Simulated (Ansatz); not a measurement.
**What DFT gives for RbLuS2**

```
CELL_PARAMETERS angstrom
4.03619 0.00000 0.00000
-2.01810 3.49544 0.00000
0.00000 -2.33029 7.63561
ATOMIC_POSITIONS crystal
S 0.23220 0.46440 0.69660
S 0.76780 0.53560 0.30340
Lu 0.50000 0.00000 0.50000
Rb 0.00000 0.00000 0.00000
```

Level: LDA, spin-orbit coupling; 420 eV; 6×6×6 Γ-centred mesh; fermi-dirac occupations (width 0.1 eV); Ansatz 0.2.0, fixed geometry.

The state carries no moments; the state need not be the lowest.

(1) Which element gives electrons and which takes them?

(2) What does the stress say?

(3) What is the character of the valence top and the conduction bottom?

(4) Which atom feels the largest force, and which way?

(5) What is the band gap?

Origin: a known structure type with other elements, at an estimated volume, so it need not be a known compound.

Answers

(1) Bader charges in e: Rb +0.76, Lu +1.86, S -1.31. In the mean Lu gives up most and S takes most.

(2) The pressure is -5.8 GPa (compression positive), so with the atoms held at these fractions the cell would first shrink.

(3) Within 0.7 eV of the edges, the states project mainly on S p (92 %) below the gap and on Lu d (73 %) above it.

(4) The largest is on S2 (and as large on other atoms): 0.74 eV/Å, components (0.00, 0.00, 0.74). It makes 57° with the line to a nearest neighbour, Lu3 at 2.77 Å.

(5) The gap is 2.05 eV, indirect (the least direct gap found is 2.79 eV). A semilocal functional usually gives too small a gap.
